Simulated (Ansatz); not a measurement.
Relaxed-ion elastic tensor of BeS (NiAs type, P6_3/mmc) in GPa (Voigt order), r²SCAN (plane waves, PAW; program Ansatz); density 2.75 g/cm³, 12.39 Å³ per atom.

```
 196   103  39.7   0.0   0.0   0.0
 103   196  39.7   0.0   0.0   0.0
39.7  39.7   252   0.0   0.0   0.0
 0.0   0.0   0.0  12.8   0.0   0.0
 0.0   0.0   0.0   0.0  12.8   0.0
 0.0   0.0   0.0   0.0   0.0  46.6
```

### Question
Is the crystal mechanically stable?

### Answer
Yes: the smallest eigenvalue of C is 12.8 GPa.

### Question
Work out the Voigt, Reuss and Hill averages.

### Answer
K_V = 112, K_R = 112, K_H = 112; G_V = 45.3, G_R = 24.0, G_H = 34.6 GPa.

### Question
Give Young's modulus, Poisson's ratio, Pugh's ratio and the universal anisotropy index.

### Answer
E = 9KG/(3K + G) = 94.2 GPa; ν = 0.36; K/G = 3.24 (ductile by the Pugh limit of 1.75); A_U = 5G_V/G_R + K_V/K_R − 6 = 4.43.

### Question
Estimate the sound speeds and the Debye temperature.

### Answer
v_l = √((K + 4G/3)/ρ) = 7590 m/s, v_t = √(G/ρ) = 3550 m/s, mean 3990 m/s; Θ = (h/k)(3n/4πV)^(1/3) v_m = 514 K.

### Question
Solve the Christoffel equation for the three sound speeds along x, y, z.

### Answer
Eigenvalues of C_ijkl n_j n_l equal ρv². In km/s, slowest first: x 2.16, 4.11, 8.45; y 2.16, 4.11, 8.45; z 2.16, 2.16, 9.57.

### Question
How much does each axis shrink under pressure?

### Answer
Linear compressibilities β_i = Σ_j S_ij (j = 1 to 3): x 2.9, y 2.9, z 3.0 per TPa.

The start of the workflow was typed in or built on a structure type; neither database checked (COD, Materials Project) lists it. COD files the formula under space group No. 216, so this cell is another polymorph or a model. Whether it is the stable phase at ambient conditions was not checked. Symmetry was held in the r²SCAN relaxation; whether a distortion lowers the energy is not shown.

Potentials: the earlier of the program's two PAW sets.
